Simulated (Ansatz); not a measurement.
The relaxed structure here is a generated cell of CoGe2: the first start was made by placing the elements on the sites of a structure type, and the end was not matched to a known phase here, so it may be hypothetical.

Relaxation of a generated cell, CoGe2 built in the AFLOW prototype A2B_cP6_224_b_a (C3, as in Cu2O); 6 atoms in the cell, which starts as Pn-3m, origin choice 1 (No. 224), cP6; a = 4.336 Å, b = 4.336 Å, c = 4.336 Å, α = 90.00°, β = 90.00°, γ = 90.00°. The numbers are results of r2SCAN (plane waves to 500 eV, PAW, scalar-relativistic; Ansatz, a first-principles code), not measurements. Γ-centred k-mesh 5×5×5 on the run's cell (coarser than for final values), Fermi–Dirac smearing 0.05 eV. This is the first round of the run. Spin-polarised start, with parallel moments on Co.

The optimiser's lines from the output (shortened; P is positive under compression):

```
relax step   1: F+E_penalty+E_count = -27462.09129522 eV  Δ(F+E_penalty+E_count) = +0.000e0 eV  max|allowed force component| = 5.397e-18 eV/Å  Δτ_max = 0.0000 Å  P = +93.176 GPa  Ω = 81.514 Å³  (22 SCF iters, dr2 threshold 1.00e-7 eV, accepted)
relax step   2: F+E_penalty+E_count = -27467.33718035 eV  Δ(F+E_penalty+E_count) = -5.246e0 eV  max|allowed force component| = 1.349e-17 eV/Å  Δτ_max = 0.0000 Å  P = +46.163 GPa  Ω = 94.026 Å³  (18 SCF iters, dr2 threshold 6.00e-7 eV, accepted)
relax step   3: F+E_penalty+E_count = -27470.00632254 eV  Δ(F+E_penalty+E_count) = -2.669e0 eV  max|allowed force component| = 1.156e-17 eV/Å  Δτ_max = 0.0000 Å  P = +17.825 GPa  Ω = 108.095 Å³  (18 SCF iters, dr2 threshold 6.00e-7 eV, accepted)
relax step   4: F+E_penalty+E_count = -27470.81579263 eV  Δ(F+E_penalty+E_count) = -8.095e-1 eV  max|allowed force component| = 8.481e-17 eV/Å  Δτ_max = 0.0000 Å  P = +2.796 GPa  Ω = 121.688 Å³  (20 SCF iters, dr2 threshold 6.00e-7 eV, accepted)
relax step   5: F+E_penalty+E_count = -27470.84420747 eV  Δ(F+E_penalty+E_count) = -2.841e-2 eV  max|allowed force component| = 2.544e-17 eV/Å  Δτ_max = 0.0000 Å  P = -0.131 GPa  Ω = 125.411 Å³  (16 SCF iters, dr2 threshold 6.00e-7 eV, accepted)
relax step   6: F+E_penalty+E_count = -27470.84436572 eV  Δ(F+E_penalty+E_count) = -1.582e-4 eV  max|allowed force component| = 4.048e-17 eV/Å  Δτ_max = 0.0000 Å  P = -0.000 GPa  Ω = 125.234 Å³  (15 SCF iters, dr2 threshold 4.30e-8 eV, accepted)
relax step   7: F+E_penalty+E_count = -27470.88273245 eV  Δ(F+E_penalty+E_count) = -3.837e-2 eV  max|allowed force component| = 3.816e-17 eV/Å  Δτ_max = 0.0000 Å  P = +0.409 GPa  Ω = 125.234 Å³  stress off target by 4.09e-1 GPa  SCF on the basis re-selected at this cell (its energy is not comparable with the rows above)  (22 SCF iters)
relax step   8: F+E_penalty+E_count = -27470.88328134 eV  Δ(F+E_penalty+E_count) = -5.489e-4 eV  max|allowed force component| = 2.776e-17 eV/Å  Δτ_max = 0.0000 Å  P = +0.035 GPa  Ω = 125.787 Å³  (14 SCF iters, dr2 threshold 4.18e-7 eV, accepted)
relax step   9: F+E_penalty+E_count = -27470.88326771 eV  Δ(F+E_penalty+E_count) = +1.363e-5 eV  max|allowed force component| = 3.200e-17 eV/Å  Δτ_max = 0.0000 Å  P = +0.002 GPa  Ω = 125.837 Å³  (12 SCF iters, dr2 threshold 3.03e-9 eV, accepted)
relax step  10: F+E_penalty+E_count = -27470.88354570 eV  Δ(F+E_penalty+E_count) = -2.780e-4 eV  max|allowed force component| = 3.508e-17 eV/Å  Δτ_max = 0.0000 Å  P = +0.003 GPa  Ω = 125.837 Å³  stress off target by 3.03e-3 GPa  SCF on the basis re-selected at this cell (its energy is not comparable with the rows above)  (18 SCF iters)
```

From the first to the last row the energy changes by -1.47 eV/atom and the volume by +54.4 %. The last row is marked as not comparable with the walk above it, whose basis was carried along; it does compare with step 1, since both stand on a basis selected at the nominal cutoff for their own cell.

Energy and pressure jump between steps 6 and 7 at one geometry, where the plane-wave basis was selected anew. While the cell walks, the set of plane waves is carried along, so its effective cutoff drifts with the strain; re-selecting it at 500 eV moved the energy by -0.006 eV/atom and the pressure by 0.4 GPa. Only step 1 and rows on a re-selected basis compare with each other.

Later rounds, restarted from the end of this one on a renewed k-mesh, logged 3 more steps and released under 0.01 eV/atom more. The final structure after all rounds: Pn-3m, origin choice 1 (No. 224), cP6, AFLOW prototype A2B_cP6_224_b_a (C3, as in Cu2O); a = 5.0107 Å, b = 5.0107 Å, c = 5.0107 Å, α = 90.00°, β = 90.00°, γ = 90.00°. Between re-selections the logged energies stand on a plane-wave basis carried along with the cell. No spin polarisation in the result: the starting moments vanished. A magnetic state may lie lower.

The run could not lose the symmetry of its start: the end is stationary, and may be a saddle point rather than a minimum.

All atoms sit on sites fixed by symmetry, so only the cell could relax.
